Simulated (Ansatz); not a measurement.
GaN in space group P6_3/mmc (No. 194; Ga on 2d, N on 2b) at seven volumes, DFT-r²SCAN+D4 in the program Ansatz with PAW potentials, shape and atoms relaxed at each. One row is withheld.

| V (Å³/atom) | P (GPa) |
|---|---|
| 14.941 | 2.89 |
| 15.433 | 1.62 |
| 15.926 | ? |
| 16.418 | 0.00 |
| 16.911 | -0.49 |
| 17.404 | -0.85 |
| 17.896 | -1.09 |

**Question.** Fit the shown pressures and predict the withheld one.

**Answer.** P = (3/2)B₀(x^(7/2) − x^(5/2))[1 + (3/4)(B′ − 4)(x − 1)] with x = (V₀/V)^(2/3). Least squares on the six rows gives V₀ = 16.419 Å³/atom, B₀ = 19.7 GPa, B′ = 9.81. At V = 15.926, x = 1.0205 and P = 0.70 GPa. The run itself gave 0.70 GPa.

The workflow started from a Materials Project entry (that database holds measured and hypothetical structures alike); the Crystallography Open Database copy checked does not list it. It is not the phase usual at ambient conditions (space group No. 186, 216). The cell was relaxed with r²SCAN+D4 under the symmetry of its start; of distortions, only those at the zone centre were tested, and some modes there are weakly imaginary.

Potentials: the later of the program's two PAW sets.
